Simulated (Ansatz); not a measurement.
An Ansatz (a program for electronic structure) run. Input:

Ansatz 0.2 input:
```yaml
crystal:
  lattice:
    - [5.7822657583, 0.0, 0.0]
    - [0.0, 5.7822657583, 0.0]
    - [0.0, 0.0, 5.7822657583]
  atoms:
    - { symbol: Zn, position: [0.0, 0.5, 0.5] }
    - { symbol: Zn, position: [0.5, 0.0, 0.5] }
    - { symbol: Zn, position: [0.5, 0.5, 0.0] }
    - { symbol: Cd, position: [0.0, 0.0, 0.0] }
    - { symbol: Se, position: [0.7385206878, 0.7385206878, 0.2614793122] }
    - { symbol: Se, position: [0.7385206878, 0.2614793122, 0.7385206878] }
    - { symbol: Se, position: [0.2614793122, 0.2614793122, 0.2614793122] }
    - { symbol: Se, position: [0.2614793122, 0.7385206878, 0.7385206878] }
kpoints:
  mp_grid: { grid: [5, 5, 5] }
hamiltonian:
  xc: r2scan
  pseudopotentials: { kind: paw }
scf:
  occupations: { method: fixed }
checkpoint: { read: static.run }
output: { write_density: true, elf: true, volumetric_format: npy }
basis: { fft_grid_basis: typed }
```

Output (shortened):

```
Pseudopotential: Zn, paw, valence charge 12
Pseudopotential: Cd, paw, valence charge 20
Pseudopotential: Se, paw, valence charge 16
Functional definition: r2SCAN
Crystal: 8 atoms, lattice volume = 193.328 Å³
Basis set: ecut = 500 eV, 4945 PW (Γ), exchange–correlation on 180×180×180 points (64 copies of the dense FFT grid, shifted against one another)
Bands: 72, of which v1, the nominal top of the filled ones, is band 60 counted from 1 (59 counted from 0)
Symmetry: 24 space group operations
Space group: P-43m (ITA 215), of the structure as read, at distance tolerance 5.8e-5 Å
k-points: 10 of 125 (time reversal used)
Stability of the state it starts from, as read at its close in the unpolarized treatment …
iter 1 solved again at ethr=3.67e-8 eV; its pass at ethr=3.10e-3 eV (dr2=4.40e-5 eV) is discarded
SCF iter   1: F=—  HF=-40164.220350 eV  |F-HF|=—  |Δ(HF+E_count)|=         —  Δρ=1.78e-7  dr2=6.47e-11  dr2_τ=3.72e-12  ethr=3.67e-8  ⟨swp⟩=3.1  Hψ=4184  notcnv=0  defer=95
preconditioner: auto → Resta (q_TF=auto, 2.520 Å⁻¹)
SCF iter   2: F=-40164.220350 eV  HF=-40164.220350 eV  |F-HF|=0.00e0  |Δ(HF+E_count)|=   2.09e-8  Δρ=1.02e-7  dr2=1.41e-11  dr2_τ=2.89e-12  ethr=1.00e-12  ⟨swp⟩=12.6  Hψ=4006  notcnv=0
SCF 1 converged in 2 iterations: F = -40164.220350 eV  dr2 = 1.41e-11
SCF converged after 2 iterations
Free energy (F): -40164.220350 eV
Harris-Foulkes:  -40164.220350 eV  (|F-HF|=0.00e0)
Internal energy: -40164.220350 eV  (E = F + TS)
E sigma→0 (E₀):  -40164.220350 eV
Fermi energy:    6.632128 eV
--- Per-component energies (eV) ---
  E_band       = -2130.551368
  E_kinetic    = 1372.662684
  E_local      = -19589.448685  (includes V_loc(G=0)·N_el)
  E_nonlocal   = -491.310581
  E_hartree    = 9164.007525
  E_xc         = -933.005246
  E_vxc        = -829.070665  (∫ρ·V_xc dr)
  E_paw        = -17358.449329  (= ΣΔE_a)
  E_vpaw       = -968.119362  (= ΣTr[D̂ρ^β])
  E_aug_tail   = -0.000976  (compensation charges beyond the density's cutoff)
  E_vtau       = 46.721017  (kinetic-family band-sum trace: ∫τ·v_τ [+ j·A + Jᵃ·Aᵃ] dr)
  E_ewald      = -12320.504034
  E_core_change = -8.171708  (= ΣΔE_core)
  E_smearing   =  0.000000  (= −TS)
  E_closure    =  0.000000  (closes the sum)
  Σ components = -40164.220350   (vs F -40164.220350, Δ=0.00e0)
  [band-id]    e_kinetic+e_local+e_nonlocal+2·e_hartree+e_vxc+e_vpaw+e_augmentation_tail+e_vtau = -2130.551518   (vs E_band -2130.551368, Δ=-1.49e-4)
--- Band table (eV; the first three rows and the last of 10) ---
  k-point 0: bands = ["-97.7914", "-57.9508", "-57.9508", "-57.9508", "-40.8707", "-40.8707", "-40.8705", "-40.8705", "-40.8705", "-40.8703", "-40.8703", "-40.8703", "-40.8596", "-40.8592", "-40.8592", "-40.8592", "-40.8580", "-40.8580", "-40.8580", …
  k-point 1: bands = ["-97.7914", "-57.9508", "-57.9508", "-57.9508", "-40.8707", "-40.8707", "-40.8706", "-40.8705", "-40.8705", "-40.8703", "-40.8703", "-40.8703", "-40.8596", "-40.8593", "-40.8592", "-40.8592", "-40.8580", "-40.8580", "-40.8580", …
  k-point 2: bands = ["-97.7914", "-57.9508", "-57.9508", "-57.9508", "-40.8707", "-40.8706", "-40.8706", "-40.8705", "-40.8705", "-40.8704", "-40.8704", "-40.8704", "-40.8595", "-40.8594", "-40.8592", "-40.8592", "-40.8580", "-40.8580", "-40.8580", …
  k-point 9: bands = ["-97.7914", "-57.9508", "-57.9508", "-57.9508", "-40.8706", "-40.8706", "-40.8705", "-40.8705", "-40.8705", "-40.8705", "-40.8704", "-40.8704", "-40.8594", "-40.8593", "-40.8593", "-40.8593", "-40.8580", "-40.8580", "-40.8580", …
```

Cost: very roughly 23 core-seconds on shared cores.

The first step of the workflow began from a Materials Project structure, measured or hypothetical; the Crystallography Open Database copy checked does not list it. With Zn and Cd taken as one species the cell has the higher symmetry F-43m, so it may be an ordered model of a mixed-site phase. Its standing as an ambient phase is unchecked. The cell was relaxed with r²SCAN under the symmetry of its start; whether a distortion lowers the energy is not shown. Scalar-relativistic: spin–orbit coupling is off unless named, which matters more the heavier the elements.

Potentials: the later of the program's two PAW sets.

Ansatz is a plane-wave DFT program.
